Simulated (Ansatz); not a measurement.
Ge$_{2}$Rh in space group Fddd (No. 70; Ge on 16f, Rh on 8a) at seven volumes, PBE in the plane-wave PAW code Ansatz, shape and atoms relaxed at each. One row is withheld.

```csv
V (Å³/atom),P (GPa)
14.465,14.71
14.942,8.89
15.419,4.04
15.896,0.00
16.373,-3.36
16.850,?
17.327,-8.46
```

**Question.** Fit the shown pressures and predict the withheld one.

**Answer.** P = (3/2)B₀(x^(7/2) − x^(5/2))[1 + (3/4)(B′ − 4)(x − 1)] with x = (V₀/V)^(2/3). Least squares on the six rows gives V₀ = 15.896 Å³/atom, B₀ = 122 GPa, B′ = 5.12. At V = 16.850, x = 0.9619 and P = -6.13 GPa. The run itself gave -6.15 GPa.

A made-up cell: these elements were put on the sites of a structure type; neither database checked (COD, Materials Project) lists it. Its standing as an ambient phase is unchecked. The cell was relaxed with PBE under the symmetry of its start; whether a distortion lowers the energy is not shown. The run is not spin-polarised.

Potentials: the later of the program's two PAW sets.
